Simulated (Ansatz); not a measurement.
Values for one crystal, relaxed and computed with DFT-PBE in the program Ansatz with PAW potentials; other levels are named.

| Quantity | Value |
|---|---|
| Volume per atom | 18.81 Å³ |
| Electronic character | metallic (no gap) |
| Density of states at the Fermi level | 2.1 states/eV per atom (mean over ±0.08 eV) |
| Bulk modulus (Birch–Murnaghan fit) | 162 GPa |
| Pressure derivative B′ | 4.2 |
| Formation energy from the elements (no fitted shifts) | -0.17 eV/atom |
| Gap with spin–orbit coupling | none (metallic) |

Q: Which compound is it?
A. Nb3Sn, A15 (Cr3Si type)
B. FeCo, CsCl type
C. TiAl, L1₀ or tetragonal B2
D. Mn3Sn, Ama2 (Mn on 4b, Mn on 4b, Mn on 4b, Sn on 4b)

A: A, Nb3Sn, A15 (Cr3Si type)

Space group Pm-3n (A15 (Cr3Si type)). The cell was relaxed with PBE under the symmetry of its start. The run is not spin-polarised. The references are the lowest solids computed at this level, not always the standard phases. Spin–orbit coupling is left out wherever it is not named.

Potentials: the earlier of the program's two PAW sets.
